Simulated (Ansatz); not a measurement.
Candidates compared on computed values. Bulk modulus and its pressure derivative give the pressure that a small compression needs; a soft, simple solid makes a sensitive pressure gauge, a stiff one a good anvil or seat.

The yardstick is fcc Au. Hydrostatic compression by 5 % of the volume (V₀/V = 1.0526), no change of phase.

Computed with Ansatz, a plane-wave PAW program. B₀, B₀′: r²SCAN, Birch–Murnaghan fit of energy against volume; volume per atom: r²SCAN, relaxed cell.

Runs started from generated or typed cells of the structure named: fcc Au. Whether these are the forms stable at ambient conditions was not checked: AuSb3 (Im-3m, cI8); CsZn4P3 (P4/mmm, tP8). No claim is made that these are known or stable phases: InAlSb2 (P-4m2, tP4); InGaP2 (R3m, hR4). Spin–orbit coupling is left out unless named.

The figures follow from the printed values by these rules: linear estimate = B₀ × compression; P = (B₀/B₀′)[(V₀/V)^B₀′ − 1]; modulus under load = B₀ + B₀′P; relative pressure = P/P_ref.

| crystal | B₀ (GPa) | B₀′ | V (Å³/atom) | linear estimate (GPa) | Murnaghan pressure (GPa) | modulus there (GPa) | pressure (relative) |
|---|---|---|---|---|---|---|---|
| fcc Au, reference | 153 | 5.9 | 17.53 | 7.7 | 9.159 | 207 | 1.00 |
| AuSb3 (Im-3m, cI8) | 74.1 | 5.0 | 25.90 | 3.7 | 2.382 | 86.0 | 0.26 |
| CsZn4P3 (P4/mmm, tP8) | 41.9 | 5.0 | 21.44 | 2.1 | 2.448 | 54.1 | 0.27 |
| InAlSb2 (P-4m2, tP4) | 49.5 | 4.6 | 32.16 | 2.5 | 2.862 | 62.7 | 0.31 |
| InGaP2 (R3m, hR4) | 75.1 | 4.4 | 22.98 | 3.8 | 4.319 | 94.1 | 0.47 |

Task: A slip was made in one value of «Murnaghan pressure (GPa)» and carried on. Locate it and redo the row.

Result: The row of AuSb3 (Im-3m, cI8) shows 2.382. From its own inputs, P = (74.1/5.0) × (1.0526^5.0 − 1) = 4.330 GPa. Carried on: modulus there: 74.1 + 5.0 × 4.330 = 95.8 GPa; relative pressure: 4.330/9.159 = 0.47. The other rows agree with the rules.

With the correction: In order of relative pressure, highest first: fcc Au (1.00 ± 0.051), AuSb3 (Im-3m, cI8) (0.47 ± 0.024) ≈ InGaP2 (R3m, hR4) (0.47 ± 0.024), InAlSb2 (P-4m2, tP4) (0.31 ± 0.016), CsZn4P3 (P4/mmm, tP8) (0.27 ± 0.014). The ± follows from allowances picked for this note (B₀ 5 %, B₀′ 0.4), carried to first order and added in quadrature, each row's own inputs moving alone; ≈ joins neighbours closer than their two ± added in quadrature.

B₀′ is the least certain number of such a fit, often by half a unit. Where several phases of a formula are at hand, those over 0.1 eV/atom above the lowest were not drawn (by r²SCAN where it compared them, else by the largest value; a layered or molecular lowest phase counts only with a dispersion term); other phases could lie lower still. Rows were sampled with a lean to familiar crystals, related or not, whatever their agreement with measurement; tables with many equal figures were not kept. Limits of the draw: no layered crystals, B₀′ of 2 to 8; no unfamiliar magnets, and cubic perovskites only if shown or known to be stable. As a rule kept out of such tables: 4f compounds, open-shell compounds run without a Hubbard term, cells found unstable in the tests at hand, cells close to a higher symmetry, and runs set to a pressure or over 12 % in volume from the crystal's fullest run.
